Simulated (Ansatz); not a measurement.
**Question.** Bi (A7 (α-As type), R-3m) is relaxed with LDA in the plane-wave PAW code Ansatz. What lattice parameters of the conventional cell result?

**Answer.** a = 4.493 Å, c = 11.500 Å.

**Question.** Give the free coordinates with the occupied sites.

**Answer.** In one choice of origin and axes:

```json
[
 {"atom": "Bi", "site": "6c", "symmetry": "3m", "x": "0.0000", "y": "0.0000", "z": "0.2372"}
]
```

Symmetry was held in the LDA relaxation. Axis ratios of metals converge slowly with the k-mesh, so a and c are less sure than the volume. Scalar-relativistic: spin–orbit coupling is off unless named, which matters more the heavier the elements.

Potentials: the earlier of the program's two PAW sets. The files were generated under PBE; for other functionals the program regenerates the frozen cores, and for LDA and PBEsol the local potential too.
